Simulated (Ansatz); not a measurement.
## Calculated core-level photoemission for Si3N4

Cell: an entry of the Crystallography Open Database (COD; perhaps a calculated or model structure), its atoms then relaxed with PBE in this cell; a hole's nearest image is 5.4 Å away.

Space group Fd-3m:1 (No. 227); a = 7.6765 Å.

| site | Wyckoff | site symmetry | x | y | z |
| --- | --- | --- | --- | --- | --- |
| Si1 | 16d | .-3m | 0.1250 | 0.1250 | 0.6250 |
| Si5 | 8a | -43m | 0.5000 | 0.5000 | 0.0000 |
| N7 | 32e | .3m | 0.8822 | 0.8822 | 0.3822 |

One atom of each set is listed; the run and its k-mesh use a cell of 14 atoms with edges of 5.43, 5.43, 5.43 Å.

Computed with Ansatz: DFT, PBE, plane waves and PAW, scalar-relativistic, 420 eV cutoff, Γ-centred 4×4×4 k-points, fixed occupations.

Each value is a total-energy difference between the cell with one core hole and the ground state (ΔSCF), counted from the top of the valence band. The cell with the hole is spin-polarised, as the shell with the hole is left with one unpaired spin. The periodic images are corrected with the calculated ε∞ = 5.17.

Ground-state potentials at the Si nuclei, against atom 1:

```tsv
atom	first shell	ΔV (V)
5	4 N at 1.76 Å	-0.20
1	6 N at 1.87 Å	0.00
```

(1) The potential gives the initial-state shift. What are the full Si 2p shifts against atom 1, with the screening of the hole?

The program doubts some values: the potential far from the hole hasn't levelled off; the cell is too small to check the potential alignment. Shifts between sites are good to a few tenths of an eV; absolute PBE values can be off by an eV or more. Multiplets, satellites and widths aren't calculated.

The cell isn't at the calculated equilibrium (pressure 14 GPa in the ground-state run).

Results:

(1) atom 5: 0.51 eV (final-state part 0.71 eV).
